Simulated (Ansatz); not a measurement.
Ansatz (a quantum-chemistry and plane-wave program) input:

Ansatz 0.2 input:
```yaml
crystal:
  lattice:
    - [4.3124943951, 0.0, 0.0]
    - [-2.1562471975, 3.7347296998, 0.0]
    - [0.0, 0.0, 14.1535803284]
  atoms:
    - { symbol: Ga, position: [0.6666666667, 0.3333333333, 0.9997712451] }
    - { symbol: Sb, position: [0.6666666667, 0.3333333333, 0.1877564664] }
    - { symbol: Ga, position: [0.0, 0.0, 0.2504914917] }
    - { symbol: Sb, position: [0.0, 0.0, 0.4369807968] }
    - { symbol: Ga, position: [0.3333333333, 0.6666666667, 0.4997712451] }
    - { symbol: Sb, position: [0.3333333333, 0.6666666667, 0.6877564664] }
    - { symbol: Ga, position: [0.0, 0.0, 0.7504914917] }
    - { symbol: Sb, position: [0.0, 0.0, 0.9369807968] }
kpoints:
  mp_grid: { grid: [5, 5, 2] }
hamiltonian:
  xc: hse06
  pseudopotentials: { kind: paw }
scf:
  n_extra_bands: 8
  occupations: { method: gaussian, width: 0.02 }
output:
  eigenvalues: true
  eigenstates:
    e_range: [-9.0, 8.0]
    kpoints:
      - [0.0, 0.0, 0.0]  # GAMMA
      - [0.0, 0.0, 0.5]  # A
      - [0.3333333333, 0.3333333333, 0.0]  # K
      - [0.3333333333, 0.3333333333, 0.5]  # H
      - [0.5, 0.0, 0.0]  # M
      - [0.5, 0.0, 0.5]  # L
```

Output (shortened):

```
Pseudopotential: Ga, paw, valence charge 13
Pseudopotential: Sb, paw, valence charge 15
Functional definition: HSE06
Crystal: 8 atoms, lattice volume = 227.958 Å³
Basis set: ecut = 420 eV, 4445 PW (Γ)
Bands: 64, of which v1, the nominal top of the filled ones, is band 56 counted from 1 (55 counted from 0)
Symmetry: 12 space group operations
Space group: P63mc (ITA 186), of the structure as read, at distance tolerance 6.1e-5 Å
k-points: 10 of 50
SCF iter   1: F=—  HF=-41071.070905 eV  |F-HF|=—  |Δ(HF+E_count)|=         —  Δρ=1.27e-3  dr2=4.01e-3  ethr=1.77e-3  ⟨swp⟩=7.2  Hψ=2472  notcnv=0
preconditioner: auto → none
SCF iter   2: F=—  HF=-41071.074334 eV  |F-HF|=—  |Δ(HF+E_count)|=   3.43e-3  Δρ=4.65e-4  dr2=5.34e-4  ethr=3.58e-6  ⟨swp⟩=4.2  Hψ=2216  notcnv=0  defer=1
SCF iter   3: F=—  HF=-41071.074638 eV  |F-HF|=—  |Δ(HF+E_count)|=   3.04e-4  Δρ=2.63e-4  dr2=1.55e-4  ethr=4.77e-7  ⟨swp⟩=4.0  Hψ=1625  notcnv=0
SCF iter   4: F=—  HF=-41071.074761 eV  |F-HF|=—  |Δ(HF+E_count)|=   1.23e-4  Δρ=7.20e-5  dr2=4.86e-5  ethr=1.38e-7  ⟨swp⟩=4.0  Hψ=1592  notcnv=0
iter 5 solved again at ethr=3.65e-9 eV; its pass at ethr=4.34e-8 eV (dr2=4.08e-6 eV) is discarded
SCF iter   5: F=—  HF=-41071.074762 eV  |F-HF|=—  |Δ(HF+E_count)|=   1.79e-6  Δρ=3.31e-5  dr2=4.52e-6  ethr=3.65e-9  ⟨swp⟩=3.0  Hψ=2705  notcnv=0
SCF iter   6: F=-41071.074767 eV  HF=-41071.074766 eV  |F-HF|=7.70e-7  |Δ(HF+E_count)|=   3.48e-6  Δρ=1.39e-5  dr2=3.58e-7  ethr=3.65e-9  ⟨swp⟩=3.8  Hψ=1369  notcnv=0
SCF 1 stopped early in 6 iterations: F = -41071.074767 eV  dr2 = 3.58e-7
Crystal: 8 atoms, lattice volume = 227.958 Å³
Exchange kernel: α = 0.2500, screened, ω = 0.2079 Å⁻¹, Wigner–Seitz truncation, v(0) = 1046.2866 eV·Å³, q-mesh 5×5×2, nearest image of the exchange supercell L …
Frozen-core exchange: fock
SCF iter   1: F=—  HF=-41090.568007 eV  |F-HF|=—  |Δ(HF+E_count)|=         —  Δρ=1.14e-2  dr2=1.14e-1  ethr=3.19e-9  ⟨swp⟩=13.2  Hψ=4379  notcnv=0
preconditioner: auto → none
SCF iter   2: F=—  HF=-41090.513762 eV  |F-HF|=—  |Δ(HF+E_count)|=   5.42e-2  Δρ=2.46e-3  dr2=1.14e-2  ethr=3.19e-9  ⟨swp⟩=6.0  Hψ=3225  notcnv=0
SCF iter   3: F=—  HF=-41090.549594 eV  |F-HF|=—  |Δ(HF+E_count)|=   3.58e-2  Δρ=2.89e-3  dr2=6.72e-3  ethr=3.19e-9  ⟨swp⟩=6.5  Hψ=3103  notcnv=0  defer=1
SCF iter   4: F=—  HF=-41090.549012 eV  |F-HF|=—  |Δ(HF+E_count)|=   5.82e-4  Δρ=9.90e-4  dr2=1.18e-3  ethr=3.19e-9  ⟨swp⟩=5.2  Hψ=2611  notcnv=0
SCF iter   5: F=—  HF=-41090.549060 eV  |F-HF|=—  |Δ(HF+E_count)|=   4.80e-5  Δρ=8.88e-5  dr2=1.06e-4  ethr=3.19e-9  ⟨swp⟩=5.0  Hψ=2461  notcnv=0
SCF iter   6: F=—  HF=-41090.550115 eV  |F-HF|=—  |Δ(HF+E_count)|=   1.06e-3  Δρ=2.09e-4  dr2=4.17e-5  ethr=3.19e-9  ⟨swp⟩=5.4  Hψ=2545  notcnv=0  defer=4
SCF iter   7: F=-41090.550085 eV  HF=-41090.550086 eV  |F-HF|=5.88e-7  |Δ(HF+E_count)|=   2.94e-5  Δρ=1.38e-5  dr2=1.83e-6  ethr=3.19e-9  ⟨swp⟩=4.0  Hψ=1883  notcnv=0
SCF 2 stopped early in 7 iterations: F = -41090.550085 eV  dr2 = 1.83e-6
hybrid outer 1: dexx = +4.304e-2 eV, tail = 2.08e-4 eV
Crystal: 8 atoms, lattice volume = 227.958 Å³
Exchange kernel: α = 0.2500, screened, ω = 0.2079 Å⁻¹, Wigner–Seitz truncation, v(0) = 1046.2866 eV·Å³, q-mesh 5×5×2, nearest image of the exchange supercell L …
Frozen-core exchange: fock
SCF iter   1: F=—  HF=-41090.549369 eV  |F-HF|=—  |Δ(HF+E_count)|=         —  Δρ=4.17e-5  dr2=8.39e-6  ethr=9.29e-7  ⟨swp⟩=5.4  Hψ=1483  notcnv=0
preconditioner: auto → none
iter 2 solved again at ethr=4.77e-10 eV; its pass at ethr=5.51e-9 eV (dr2=5.34e-7 eV) is discarded
SCF iter   2: F=—  HF=-41090.549371 eV  |F-HF|=—  |Δ(HF+E_count)|=   1.08e-6  Δρ=1.45e-5  dr2=1.10e-6  ethr=4.77e-10  ⟨swp⟩=2.3  Hψ=3091  notcnv=0
SCF iter   3: F=—  HF=-41090.549375 eV  |F-HF|=—  |Δ(HF+E_count)|=   4.18e-6  Δρ=9.16e-6  dr2=3.30e-7  ethr=4.77e-10  ⟨swp⟩=4.9  Hψ=1776  notcnv=0  defer=4
SCF iter   4: F=-41090.549375 eV  HF=-41090.549375 eV  |F-HF|=2.78e-8  |Δ(HF+E_count)|=   7.64e-8  Δρ=2.16e-6  dr2=2.35e-8  ethr=2.69e-10  ⟨swp⟩=3.4  Hψ=1411  notcnv=0
SCF 3 converged in 4 iterations: F = -41090.549375 eV  dr2 = 2.35e-8
hybrid outer 2: dexx = +4.716e-6 eV, tail = 1.85e-7 eV, Δε = 2.58e-3 eV (about 1.03e-4 eV left of the loop's levels)
NSCF: frozen V_eff on 6 k-points
hybrid SCF converged: 2 outer / 11 inner (+6 warm-up), last move |dexx| = 4.72e-6 eV, tail = 1.85e-7 eV
Stability not checked (fock_operator)
Free energy (F): -41090.549374 eV
Frozen-core exchange: fock
Harris-Foulkes:  -41090.549375 eV  (|F-HF|=2.78e-8)
Internal energy: -41090.549374 eV  (E = F + TS)
E sigma→0 (E₀):  -41090.549374 eV
Fermi energy:    7.917576 eV
--- Per-component energies (eV) ---
  E_band       = -1288.082676
  E_kinetic    = 1288.206399
  E_local      = -15658.896901  (includes V_loc(G=0)·N_el)
  E_nonlocal   = 3154.451175
  E_hartree    = 7229.146228
  E_xc         = -665.353172
  E_vxc        = -494.680992  (∫ρ·V_xc dr)
  E_exx        = -354.798740  (= α·E_x^exact, valence–valence)
  E_paw        = -26100.053751  (= ΣΔE_a)
  E_vpaw       = -3325.856672  (= ΣTr[D̂ρ^β])
  E_aug_tail   = -0.000463  (compensation charges beyond the density's cutoff)
  E_ewald      = -9983.800377
  E_core_change = 0.550226  (= ΣΔE_core)
  E_smearing   =  0.000000  (= −TS)
  E_closure    =  0.000000  (closes the sum)
  Σ components = -41090.549374   (vs F -41090.549374, Δ=0.00e0)
  [band-id]    e_kinetic+e_local+e_nonlocal+2·e_hartree+e_vxc+2·e_exx+e_vpaw+e_augmentation_tail = -1288.082477   (vs E_band -1288.082676, Δ=1.99e-4)
--- Band table (eV; the first three rows and the last of 10) ---
  k-point 0: bands = ["-23.5767", "-23.5767", "-23.5705", "-23.5704", "-23.5685", "-23.5685", "-23.5681", "-23.5681", "-23.5646", "-23.5646", "-23.5643", "-23.5643", "-23.5464", "-23.5464", "-23.5463", "-23.5463", "-23.5425", "-23.5425", "-23.5423", …
  k-point 1: bands = ["-23.5767", "-23.5767", "-23.5704", "-23.5704", "-23.5683", "-23.5683", "-23.5683", "-23.5683", "-23.5644", "-23.5644", "-23.5644", "-23.5644", "-23.5463", "-23.5463", "-23.5463", "-23.5463", "-23.5424", "-23.5424", "-23.5424", …
  k-point 2: bands = ["-23.5760", "-23.5759", "-23.5708", "-23.5697", "-23.5687", "-23.5677", "-23.5673", "-23.5672", "-23.5648", "-23.5645", "-23.5636", "-23.5632", "-23.5467", "-23.5465", "-23.5456", "-23.5454", "-23.5427", "-23.5425", "-23.5417", …
  k-point 9: bands = ["-23.5744", "-23.5744", "-23.5701", "-23.5701", "-23.5669", "-23.5669", "-23.5659", "-23.5659", "-23.5643", "-23.5643", "-23.5623", "-23.5623", "-23.5462", "-23.5462", "-23.5444", "-23.5444", "-23.5423", "-23.5423", "-23.5405", …
```

Cost: around 12 core-minutes (rough) on shared cores.

Space group P6_3mc. The start of the workflow was typed in or built on a structure type; the Crystallography Open Database copy checked does not list it. It is not the phase usual at ambient conditions (space group No. 216). Symmetry was held in the PBEsol relaxation; of distortions, only those at the zone centre were tested. Spin–orbit coupling is left out wherever it is not named.

Potentials: the later of the program's two PAW sets.

Ansatz is a plane-wave DFT program.
